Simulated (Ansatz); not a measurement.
Data:

ZrC (rock salt)

```cif
data_CZr
_chemical_formula_sum 'C1 Zr1'
_space_group_name_H-M_alt 'P 1'
_space_group_IT_number 1
_cell_length_a 3.30143
_cell_length_b 3.30143
_cell_length_c 3.30143
_cell_angle_alpha 60.000
_cell_angle_beta 60.000
_cell_angle_gamma 60.000
loop_
_space_group_symop_operation_xyz
  'x, y, z'
loop_
_atom_site_label
_atom_site_type_symbol
_atom_site_fract_x
_atom_site_fract_y
_atom_site_fract_z
_atom_site_occupancy
C1 C 0.00000 0.00000 0.00000 1
Zr1 Zr 0.50000 0.50000 0.50000 1
```

Equation-of-state scan: isotropic scaling of the cell above, V₀ being its volume. Symmetry pins the atoms to their sites.

These are PBEsol (plane waves to 420 eV, PAW, scalar-relativistic; Ansatz, an electronic-structure program) values and carry that method's errors. k mesh 17×17×17 (Γ-centred), Fermi-Dirac smearing 0.05 eV. The energy includes the smearing's −TS. Stress and pressure are positive under compression. ZrC is run without spin polarisation. ZrC was relaxed with its symmetry unable to fall. The zero of ΔE is the relaxed starting cell.

The scan covers V/V₀ from 0.940 to 1.060 in 13 points.

### Question
What pressure does the cell carry at V/V₀ = 0.940?

### Answer
16.5 GPa.

### Question
What is ΔE at V/V₀ = 1.060?

### Answer
31 meV/atom.

### Question
What is ΔE at V/V₀ = 0.940?

### Answer
37 meV/atom.

(Under strain, the slope of the energy per volume gives the stress and its curvature an elastic modulus.)
